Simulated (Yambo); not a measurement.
G0W0@LDA for BeTe (zinc blende, space group F-43m, No. 216) in Yambo. Reference settings: 4×4×4 Γ-centred k mesh, bands 2 to 104 and a 10 Ry block in the screening, 104 bands in G with the Bruneval-Gonze terminator, plasmon pole fitted at 27.2 eV. The LDA gap Γ → X on this mesh is 1.80 eV; G0W0 gaps are taken between the same points.

```json
[
 {"change from the reference": "reference settings", "G0W0 gap Γ → X (eV)": "3.24", "shift of the valence edge (eV)": "-1.12"},
 {"change from the reference": "wavefunctions cut at 10 Ry", "G0W0 gap Γ → X (eV)": "3.02", "shift of the valence edge (eV)": "-0.79"},
 {"change from the reference": "2×2×2 mesh", "G0W0 gap Γ → X (eV)": "3.24", "shift of the valence edge (eV)": "-1.08"},
 {"change from the reference": "57 bands in W, 57 bands in G, 4 Ry block", "G0W0 gap Γ → X (eV)": "…", "shift of the valence edge (eV)": "-0.88"},
 {"change from the reference": "24 bands in W, 24 bands in G", "G0W0 gap Γ → X (eV)": "3.20", "shift of the valence edge (eV)": "-0.65"},
 {"change from the reference": "exchange cut at 40 Ry", "G0W0 gap Γ → X (eV)": "3.25", "shift of the valence edge (eV)": "-1.12"},
 {"change from the reference": "4 Ry block, no terminator", "G0W0 gap Γ → X (eV)": "3.09", "shift of the valence edge (eV)": "-0.92"},
 {"change from the reference": "57 bands in W, 57 bands in G, no terminator", "G0W0 gap Γ → X (eV)": "…", "shift of the valence edge (eV)": "-0.83"}
]
```

Estimate the withheld gaps from the other rows; the computed values follow.


- 57 bands in W, 57 bands in G, 4 Ry block, G0W0 gap Γ → X (eV): 3.10
- 57 bands in W, 57 bands in G, no terminator, G0W0 gap Γ → X (eV): 3.15

The reference isn't shown to be the converged limit.

The standard potential for Te keeps a d shell in the valence without the s and p states of that shell. In tests on such compounds this moved G0W0 gaps by up to about 0.9 eV, so absolute quasiparticle energies here are unreliable; differences between settings are what counts.

Spin-orbit coupling is not included.

Geometry relaxed with LDA; primitive cell a = b = c = 3.9278 Å, α = β = γ = 60.00°.

A shift is the quasiparticle energy of the state minus its LDA energy.
